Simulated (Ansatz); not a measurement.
PmBi (CsCl-type structure)

Level of theory: DFT, PBE+U (U_eff = 6 eV on Pm 4f), scalar-relativistic, collinear spin; plane waves to 600 eV with PAW datasets (Ansatz 0.2.0), 8×8×8 k-mesh, Gaussian smearing of 0.05 eV; PAW files: Ansatz's generated set soft_2.

```xyz
2
Lattice="4.1211 0.0000 0.0000 0.0000 4.1211 0.0000 0.0000 0.0000 4.1211" Properties=species:S:1:pos:R:3 pbc="T T T"
Pm    0.0000    0.0000    0.0000
Bi    2.0606    2.0606    2.0606
```

This is a trial structure: such lanthanide and actinide compounds mostly take the rock-salt structure.

Magnetic state: ferromagnetic, site spin moments Pm 4.93 μB.

**Question.** Which orbitals carry the states at the Fermi level, and how many states are there?

**Answer.** Within 0.1 eV of it: Bi 6p 65 %, Pm 5d 27 % (shares among the projected shells; no valence p shell of Pm is among them). The density of states at the Fermi level is about 2.1 states/eV per cell, averaged over 0.3 eV.

Density of states (tetrahedra, averaged over 0.3 eV; states/eV per cell of 2 atoms; energy in eV from the Fermi level; projections on Löwdin-orthogonalised atomic orbitals, summed over sites):

```
    E  total  Pm 4f up  Bi 6p  Pm 5d up  Pm 5d down  Pm 6s
-4.00    0.0       0.0    0.0       0.0         0.0    0.0
-3.70    0.1       0.0    0.1       0.0         0.0    0.0
-3.40    0.4       0.0    0.2       0.1         0.0    0.1
-3.10    0.7       0.0    0.4       0.1         0.1    0.1
-2.80    1.4       0.0    0.8       0.2         0.1    0.2
-2.50    2.8       0.1    1.8       0.3         0.3    0.2
-2.20    2.1       0.2    1.3       0.2         0.2    0.1
-1.90    4.8       3.1    1.2       0.2         0.2    0.0
-1.60    4.8       3.5    0.9       0.2         0.1    0.0
-1.30    7.7       6.6    0.8       0.1         0.2    0.0
-1.00    3.7       2.5    0.8       0.2         0.1    0.0
-0.70    1.5       0.2    0.8       0.2         0.2    0.0
-0.40    1.3       0.1    0.8       0.2         0.1    0.0
-0.10    1.8       0.1    1.1       0.3         0.2    0.0
 0.20    2.0       0.1    1.3       0.3         0.3    0.0
 0.50    1.0       0.0    0.6       0.2         0.1    0.0
 0.80    0.6       0.0    0.2       0.3         0.1    0.0
 1.10    1.5       0.0    0.2       1.1         0.1    0.1
 1.40    1.3       0.0    0.1       0.7         0.3    0.1
 1.70    1.6       0.0    0.1       0.4         1.0    0.1
 2.00    1.3       0.0    0.1       0.2         0.8    0.1
 2.30    1.0       0.0    0.1       0.3         0.4    0.1
 2.60    2.2       0.0    0.1       1.4         0.2    0.2
 2.90    2.6       0.0    0.1       1.6         0.4    0.2
 3.20    3.5       0.0    0.1       1.0         1.6    0.2
 3.50    2.6       0.0    0.1       0.4         1.4    0.1
 3.80    1.9       0.0    0.1       0.5         0.9    0.1
 4.10    1.2       0.0    0.2       0.5         0.4    0.0
```

Open d and f shells can converge to several self-consistent states; this is the one that the run reached. Scalar-relativistic only: spin–orbit splittings of the heavy atoms' levels are missing. The order of the orbitals lowers the symmetry, along an axis that is one of several equivalent ones. Site moments are of spin, integrated over atomic spheres. The run holds 1.0 f electrons more on Pm than the trivalent ion has, so it is divalent here. In such compounds it is trivalent as a rule, so this state is likely an artefact, and the extra f charge swells the ion. A U of this size is made for insulators; in a metal, as here, it tends to take f weight out of the bonding and to swell the cell. The moments were started parallel, and the real magnetic order may be another.

The state of the open shells isn't shown to be the lowest, and forces and pressures are less sure for it.
